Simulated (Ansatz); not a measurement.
## Li6SnBr8: reading a single point

```yaml
crystal:
  lattice:
    - [0.00000, 5.52462, 5.52462]
    - [5.52462, 0.00000, 5.52462]
    - [5.52462, 5.52462, 0.00000]
  atoms:
    - { symbol: Br, position: [0.25000, 0.25000, 0.25000] }
    - { symbol: Br, position: [0.75000, 0.75000, 0.75000] }
    - { symbol: Sn, position: [0.00000, 0.00000, 0.00000] }
    - { symbol: Li, position: [0.50000, 0.00000, 0.00000] }
    - { symbol: Li, position: [0.50000, 0.00000, 0.50000] }
    - { symbol: Li, position: [0.00000, 0.50000, 0.50000] }
    - { symbol: Li, position: [0.00000, 0.50000, 0.00000] }
    - { symbol: Li, position: [0.50000, 0.50000, 0.00000] }
    - { symbol: Li, position: [0.00000, 0.00000, 0.50000] }
    - { symbol: Br, position: [0.75500, 0.24500, 0.24500] }
    - { symbol: Br, position: [0.24500, 0.75500, 0.24500] }
    - { symbol: Br, position: [0.24500, 0.75500, 0.75500] }
    - { symbol: Br, position: [0.75500, 0.24500, 0.75500] }
    - { symbol: Br, position: [0.24500, 0.24500, 0.75500] }
    - { symbol: Br, position: [0.75500, 0.75500, 0.24500] }
```

Method: PBE, no spin polarisation; PAW, plane waves to 420 eV, 4×4×4 Γ-centred mesh, methfessel-paxton occupations (width 0.011 eV) (Ansatz 0.2.0), atoms fixed.

Task: Which atom feels the largest force, and which way?

Result: The largest is on Br11 (and as large on other atoms): 1.64 eV/Å, components (0.00, 1.64, 0.00). It makes 180° with the line to a nearest neighbour, Sn3 at 2.71 Å, pointing away from it.

Task: Metal or insulator? Give the gap.

Result: The gap is 2.46 eV, indirect (the least direct gap found is 2.76 eV).

Task: How is the charge shared?

Result: Bader charges in e: Li +0.90, Sn +1.11, Br -0.90 to -0.78. In the mean Sn gives up most and Br takes most.

Task: Describe some of the short contacts.

Result: Sn–Br at 2.71 Å: least valence density 0.35 e/Å³ and ELF 0.33 there. Br–Li at 2.76 Å: least valence density 0.07 e/Å³ and ELF 0.02 there, a closed-shell (ionic or weak) contact. These are pseudo-fields; inside the PAW spheres they differ from the all-electron ones.

Origin: a known structure type with other elements, at an estimated volume, so it need not be a known compound. Caveats: no spin-orbit coupling, which can shift this gap by tenths of an eV; atoms or cell far from equilibrium.
